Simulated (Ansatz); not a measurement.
**AuAl3 and the effect of the functional**

```yaml
crystal:
  lattice:
    - [-2.02533, 2.02533, 4.05660]
    - [2.02533, -2.02533, 4.05660]
    - [2.02533, 2.02533, -4.05660]
  atoms:
    - { symbol: Au, position: [0.00000, 0.00000, 0.00000] }
    - { symbol: Al, position: [0.50000, 0.50000, 0.00000] }
    - { symbol: Al, position: [0.25000, 0.75000, 0.50000] }
    - { symbol: Al, position: [0.75000, 0.25000, 0.50000] }
```

The cell comes from a database or a generator and needn't be the stable form of this composition.

Kept alike: task equation of state; k mesh 9 × 9 × 9; occupations fermi-dirac, width 0.05 eV; no spin polarisation. Program: Ansatz, Ansatz PAW. Cutoffs run from 420 to 500 eV. The mesh is that of the run's cell of 4 atoms. No spin-orbit coupling.

| run | volume (Å³/atom) | bulk modulus (GPa) |
| --- | --- | --- |
| A | 16.709 | 93.7 |
| B | 16.179 | 108.5 |
| C | 15.798 | 108.3 |

For a metal such a mesh leaves the last digits unconverged. Volume and modulus come from cells scaled at fixed shape and fractions; off cubic symmetry such a modulus can lie above the relaxed one. All rows use potentials made for PBE.

Problem. The runs differ in the functional (and the cutoff that goes with it) alone: LDA; PBE; r2SCAN. Which run is which?

Solution. Run A is PBE; run B is r2SCAN; run C is LDA. The volume runs from 15.798 (LDA) to 16.709 Å³/atom (PBE). From PBE: LDA -0.911; r2SCAN -0.530. The bulk modulus runs from 93.7 (PBE) to 108.5 GPa (r2SCAN). From PBE: LDA +14.6; r2SCAN +14.8.
